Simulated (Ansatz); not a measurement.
CdF2 (fluorite, Fm-3m), DFT-r²SCAN in the program Ansatz with PAW potentials. The conduction-band minimum lies at Γ, with 1 equivalent valley. Second derivatives d²E/dk² of the lowest band at one valley (eV·Å²), along Cartesian directions:

```
direction  d²E/dk²
---------  -------
[100]        18.96
[010]        18.96
[001]        18.96
[110]        18.96
[101]        18.96
[011]        18.96
```

Problem. Find the principal effective masses, the density-of-states mass and the conductivity mass.

Solution. Off-diagonal terms follow from H_xy = H[110] − (H_xx + H_yy)/2, and m*/mₑ = 7.620 eV·Å² over each eigenvalue: 0.40, 0.40, 0.40. One valley's DOS mass (m₁m₂m₃)^(1/3) = 0.40, conductivity mass 3/(Σ 1/mᵢ) = 0.40 mₑ.

Problem. What effective density of states Nc follows at 300 K for parabolic valleys?

Solution. Nc = 2.509e19 × 1 × (0.40)^(3/2) ≈ 6.3e18 cm⁻³.

Problem. With the computed static dielectric constant 7.90 (mean of the diagonal), estimate a hydrogenic donor's binding energy and radius.

Solution. E = 13.606 eV × 0.40/7.90² ≈ 87 meV; a = 0.529 Å × ε/m* ≈ 10 Å. Semilocal masses tend to be too small where the gap is.

The cell was relaxed with r²SCAN under the symmetry of its start; phonons on a q-mesh show no instability. Scalar-relativistic: spin–orbit coupling is off unless named, which matters more the heavier the elements.

Potentials: the later of the program's two PAW sets.
